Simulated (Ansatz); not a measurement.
**Question.** MnSi in space group P2_13 (No. 198; Mn on 4a, Si on 4a) is relaxed with the program Ansatz at the r²SCAN level (PAW). What lattice parameters of the conventional cell result?

**Answer.** a = 4.560 Å.

These are the values of the symmetrised cell.

**Question.** Give the free coordinates with the occupied sites.

**Answer.** In one choice of origin and axes:

```tsv
atom	site	symmetry	x	y	z
Mn	4a	.3.	0.6391	0.6391	0.6391
Si	4a	.3.	0.3453	0.3453	0.3453
```

**Question.** Is it a metal or does it have a gap at this level?

**Answer.** No gap at this level.

The cell was relaxed with r²SCAN under the symmetry of its start. Spin order of the final state: ferromagnetic, chosen from 4 collinear starts compared on coarse meshes (ties went to the first, and starts can fall back to one state), not a proven ground state. Textbook magnetic order: helical. Other orbital occupations within this spin state were not tried.

Potentials: the earlier of the program's two PAW sets.
